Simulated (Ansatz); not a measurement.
**CaP2H2O7 — electric field gradients**

The cell is a computed structure from the Materials Project (it need not be an observed phase), taken as it stands.

Space group C2/c (No. 15); a = 7.4947, b = 8.1359, c = 9.9019 Å, β = 100.72°.

| site | Wyckoff | site symmetry | x | y | z |
| --- | --- | --- | --- | --- | --- |
| Ca | 4a | -1 | 0.0000 | 0.0000 | 0.0000 |
| H | 8f | 1 | 0.2865 | 0.2073 | 0.3481 |
| P | 8f | 1 | 0.6628 | 0.8860 | 0.1904 |
| O11 | 8f | 1 | 0.7526 | 0.0227 | 0.1232 |
| O15 | 8f | 1 | 0.8031 | 0.8293 | 0.3251 |
| O19 | 8f | 1 | 0.5915 | 0.7404 | 0.1049 |
| O23 | 4e | 2 | 0.5000 | 0.9762 | 0.2500 |

One atom of each set is listed; the run and its k-mesh use a cell of 24 atoms with edges of 5.53, 5.53, 9.90 Å.

All values are calculated (Ansatz; DFT, PBE, plane waves and PAW, scalar-relativistic, 420 eV cutoff, Γ-centred 4×4×3 k-points, Fermi–Dirac smearing 0.02 eV), not measured.

Conventions: |V_zz| ≥ |V_yy| ≥ |V_xx|, η = (V_xx − V_yy)/V_zz, C_Q = eQV_zz/h. ν_Q = 3|C_Q|/[2I(2I − 1)].

43Ca: I = 7/2, Q = -40.80 mb; 2H: I = 1, Q = 2.858 mb; 17O: I = 5/2, Q = -25.58 mb. Quadrupole moments are those of Pyykkö's year-2017 table.

```
site  atoms                                                    first shell  C_Q (MHz)     η  ν_Q (MHz)
  Ca      2                                             6 O at 2.26–2.48 Å       3.48  0.77      0.249
   H      4                              1 O at 1.03 Å; also 1 O at 1.57 Å      0.145  0.13      0.217
 O11      4              1 P at 1.52 Å; also 1 H at 1.57 Å, 1 Ca at 2.41 Å      -5.40  0.42      0.810
 O15      4  1 H at 1.03 Å, 1 P at 1.61 Å, angle 112°; also 1 Ca at 2.48 Å      -6.75  0.99       1.01
 O19      4                      1 P at 1.50 Å, 1 Ca at 2.26 Å, angle 172°      -5.35  0.03      0.802
 O23      2                                      2 P at 1.63 Å, angle 126°      -8.01  0.52       1.20
```

At H V_zz points along its bond to O (within 2°). At O11 V_zz points along its bond to P (within 3°). At O19 V_zz points along the shorter of its two bonds, to P (within 1°).

P has no stable isotope with a ground-state quadrupole moment in the table, so these sites are left out.

Where η is near 1 the sign of V_zz means little.
